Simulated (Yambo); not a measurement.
Yambo input for Li2O (anti-fluorite, space group Fm-3m, No. 225) under isotropic strain of -3 % on all lattice vectors (a = b = c = 3.139 Å, α = β = γ = 60.00°), on PBEsol (pw.x of Quantum ESPRESSO, ONCV potentials, no spin-orbit coupling) wavefunctions on a 18×18×18 mesh:

```
optics
chi
dipoles
kernel
FFTGvecs= 40 Ry
Chimod= "HARTREE"
NGsBlkXd= 4 Ry
% QpntsRXd
 1 | 1 |
%
% BndsRnXd
 3 | 19 |
%
GrFnTpXd= "R"
% EnRngeXd
 0.0 | 20.0 | eV
%
% DmRngeXd
 0.2 | 0.2 | eV
%
CGrdSpXd= 50
ETStpsXd= 161
% LongDrXd
 1.0 | 0.0 | 0.0 |
%
% XfnQP_E
 2.873 | 1.0 | 1.0 |
%
```

First lines of the file o-*.eps_q1_inv_rpa_dyson:

```
Absorption @ Q(1):   1.00000000     0.00000000     0.00000000    [q->0 direction]
#
# [ X ] Hartree size     :  27
# [GEN] GF Energies     : Perdew, Burke & Ernzerhof SOL(X)+Perdew, Burke & Ernzerhof SOL(C)+ user defined corrections @E
# [GEN] Green`s Function     : Retarded
#
# [GEN] Gauge     : Length
# [GEN] [r,Vnl] included     : yes
#
#    E[1] [eV]     Im(eps)     Re(eps)     Im(eps_o)     Re(eps_o)
#
     0.000000     -0.85109E-09     2.402741     0.12513E-17     2.538195
     0.125000     0.384810E-3     2.402861     0.435384E-3     2.538331
     0.250000     0.770131E-3     2.403222     0.871355E-3     2.538739
     0.375000     0.001156     2.403823     0.001309     2.539419
     0.500000     0.001544     2.404666     0.001747     2.540373
     0.625000     0.001934     2.405752     0.002189     2.541602
     0.750000     0.002327     2.407082     0.002633     2.543106
     0.875000     0.002723     2.408658     0.003081     2.544890
     1.000000     0.003122     2.410482     0.003533     2.546954
     1.125000     0.003526     2.412556     0.003990     2.549302
     1.250000     0.003934     2.414884     0.004452     2.551936
     1.375000     0.004348     2.417469     0.004921     2.554862
     1.500000     0.004768     2.420314     0.005397     2.558082
     1.625000     0.005195     2.423423     0.005880     2.561601
     1.750000     0.005629     2.426801     0.006372     2.565425
     1.875000     0.006071     2.430452     0.006874     2.569559
     2.000000     0.006522     2.434382     0.007385     2.574008
     2.125000     0.006982     2.438596     0.007908     2.578781
     2.250000     0.007454     2.443101     0.008442     2.583883
     2.375000     0.007936     2.447903     0.008990     2.589322
     2.500000     0.008431     2.453011     0.009551     2.595107
     2.625000     0.008939     2.458430     0.010128     2.601248
     2.750000     0.009461     2.464171     0.010721     2.607753
     2.875000     0.009998     2.470243     0.011332     2.614634
     3.000000     0.010552     2.476655     0.011962     2.621902
     3.125000     0.011124     2.483418     0.012613     2.629569
     3.250000     0.011716     2.490544     0.013286     2.637649
     3.375000     0.012328     2.498045     0.013982     2.646156
     3.500000     0.012962     2.505934     0.014705     2.655105
     3.625000     0.013620     2.514226     0.015455     2.664513
     3.750000     0.014304     2.522937     0.016235     2.674398
     3.875000     0.015017     2.532083     0.017048     2.684779
     4.000000     0.015759     2.541682     0.017895     2.695678
```
(The file goes on to the top of the energy range.) Convergence of the RPA response with its 18×18×18 mesh was not tested. The scissor comes from a G0W0 run whose convergence isn't established.

Geometry strained from the cell relaxed with PBEsol, atoms relaxed again.
